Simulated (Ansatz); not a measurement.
CuAu (CuAu type, space group P4/mmm)

```yaml
crystal:
  lattice:
    - [2.88152, 0.00000, 0.00000]
    - [0.00000, 2.88152, 0.00000]
    - [0.00000, 0.00000, 3.61476]
  atoms:
    - { symbol: Cu, position: [0.50000, 0.50000, 0.50000] }
    - { symbol: Au, position: [0.00000, 0.00000, 0.00000] }
```

The relaxed cell is deformed in two ways at once: its volume V is scaled, and at that volume it is stretched along z (the c axis of the conventional cell) so that c/a changes. Fractional atomic positions are held.

The numbers are results of PBE (plane waves to 420 eV, PAW, scalar-relativistic; Ansatz, a quantum-chemistry and plane-wave program), not measurements. k mesh 16×16×13 (Γ-centred), Fermi-Dirac smearing 0.05 eV. Compression counts positive. With partly filled bands, the response to shear is sensitive to the k mesh, so small differences along c/a are uncertain. CuAu is run without spin polarisation. CuAu was relaxed with its symmetry unable to fall. Spin-orbit coupling is left out, though Au is heavy.

At one point of the scan the stress tensor (GPa) is:

```
    0.4      0.0      0.0
    0.0      0.4      0.0
    0.0      0.0     -0.4
```

### Question
Which point is it?
A. V/V₀ = 0.980, (c/a)/(c/a)₀ = 0.960
B. V/V₀ = 1.000, (c/a)/(c/a)₀ = 1.040
C. V/V₀ = 0.980, (c/a)/(c/a)₀ = 1.020
D. V/V₀ = 0.960, (c/a)/(c/a)₀ = 1.040

### Answer
B, V/V₀ = 1.000, (c/a)/(c/a)₀ = 1.040

(A scan under strain: stresses follow from slopes of the energy per volume, elastic moduli from its curvatures.)
